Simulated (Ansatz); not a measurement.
Data:

Al3V:
```cif
data_Al3V
_chemical_formula_sum 'Al3 V1'
_space_group_name_H-M_alt 'P 1'
_space_group_IT_number 1
_cell_length_a 4.89770
_cell_length_b 4.89770
_cell_length_c 4.89770
_cell_angle_alpha 135.129
_cell_angle_beta 135.129
_cell_angle_gamma 65.330
loop_
_space_group_symop_operation_xyz
  'x, y, z'
loop_
_atom_site_label
_atom_site_type_symbol
_atom_site_fract_x
_atom_site_fract_y
_atom_site_fract_z
_atom_site_occupancy
Al1 Al 0.50000 0.50000 0.00000 1
Al2 Al 0.75000 0.25000 0.50000 1
Al3 Al 0.25000 0.75000 0.50000 1
V1 V 0.00000 0.00000 0.00000 1
```

This is the PBEsol-relaxed structure.

Problem. All from DFT-PBEsol in the program Ansatz with PAW potentials, unless another level is named. Estimate the density of states at the Fermi level.

Solution. 0.20 states/eV per atom (mean over ±0.08 eV).

Problem. Predict the formation energy from the elements (no fitted shifts).

Solution. -0.28 eV/atom.

Space group I4/mmm. The first step of the workflow began from a Materials Project structure, measured or hypothetical; the Crystallography Open Database copy checked does not list it. Whether it is the stable phase at ambient conditions was not checked. Symmetry was held in the PBEsol relaxation; whether a distortion lowers the energy is not shown. The run is not spin-polarised. The references are the lowest solids computed at this level, not always the standard phases.

Potentials: the later of the program's two PAW sets.
